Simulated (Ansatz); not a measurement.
Input:

BN:
```yaml
crystal:
  lattice:
    - [0.00000, 3.27906, 2.15279]
    - [1.24483, 0.00000, 2.15279]
    - [1.24483, 3.27906, 0.00000]
  atoms:
    - { symbol: B, position: [0.00013, 0.00013, 0.99987] }
    - { symbol: N, position: [0.66657, 0.66657, 0.33343] }
```

This is the LDA-relaxed structure. Cartesian axes are those of the cell as given.

Problem. All from LDA in the plane-wave PAW code Ansatz, unless another level is named. Give the bulk modulus (Birch–Murnaghan fit).

Solution. 268 kbar.

Problem. Give the elastic constants (relaxed ions, GPa).

Solution. C11 = 911, C22 = 27.7, C33 = 917, C12 = 4.8, C13 = 218, C23 = -5.2, C44 = -3.6, C55 = 348, C66 = 10.8.

Problem. And the highest zone-centre frequency (without LO–TO term)?

Solution. 1389 cm^-1.

Problem. What about the piezoelectric stress constants (proper, relaxed ions, C/m²)?

Solution. e15 = e31 = -0.35, e24 = -0.08, e32 = -0.04, e33 = 0.37.

Space group Fmm2. The workflow started from a Materials Project entry (that database holds measured and hypothetical structures alike); the Crystallography Open Database copy checked does not list it. It is not the phase usual at ambient conditions (space group No. 186, 194, 216). The LDA relaxation kept the symmetry of its start. At this level the phase is mechanically unstable. A crystal of weakly bound layers computed without a dispersion correction: the cell and the soft elastic constants depend strongly on that. Signs of piezoelectric constants follow the polarity of the cell as given.

Potentials: the earlier of the program's two PAW sets. The files were generated under PBE; for other functionals the program regenerates the frozen cores, and for LDA and PBEsol the local potential too.
